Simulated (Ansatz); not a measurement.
Hf$_{2}$Si: clamped-ion elastic tensor

All numbers below come from DFT LDA, scalar-relativistic, plane waves, PAW (Ansatz). Cutoff 420 eV, 10×10×10 k-points (Γ-centred), Fermi-Dirac smearing of 0.15 eV. No spin polarisation.

Relaxed structure:
```yaml
crystal:
  lattice:
    - [-3.22192, 3.22192, 2.55769]
    - [3.22192, -3.22192, 2.55769]
    - [3.22192, 3.22192, -2.55769]
  atoms:
    - { symbol: Hf, position: [0.84299, 0.65701, 0.50000] }
    - { symbol: Hf, position: [0.34299, 0.84299, 0.18597] }
    - { symbol: Hf, position: [0.15701, 0.34299, 0.50000] }
    - { symbol: Hf, position: [0.65701, 0.15701, 0.81403] }
    - { symbol: Si, position: [0.75000, 0.75000, 0.00000] }
    - { symbol: Si, position: [0.25000, 0.25000, 0.00000] }
```

In a metal, frequencies and elastic constants depend on the k mesh and the smearing, soft modes and shear constants most. Spin–orbit coupling is left out, which can shift energies with elements as heavy as these.

(1) Give the clamped-ion elastic constants (GPa, Voigt order xx yy zz yz xz xy, on the axes of the cell above).

(2) And the moduli of a polycrystal (Hill averages)?

## Answers

(1)
```
289.9  79.1  92.8   0.0   0.0   0.0
 79.1 289.9  92.8   0.0   0.0   0.0
 92.8  92.8 288.4   0.0   0.0   0.0
  0.0   0.0   0.0 137.0   0.0   0.0
  0.0   0.0   0.0   0.0 137.0   0.0
  0.0   0.0   0.0   0.0   0.0 110.7
```

(2) B = 155 GPa, G = 116 GPa, E = 279 GPa, ν = 0.20.

Whether Hf2Si exists in this form wasn't checked.

Cost: 1 run of about 22 core-minutes, on Intel Xeon Processor @ 2.50GHz (Skylake/Cascade Lake) (shared hosts).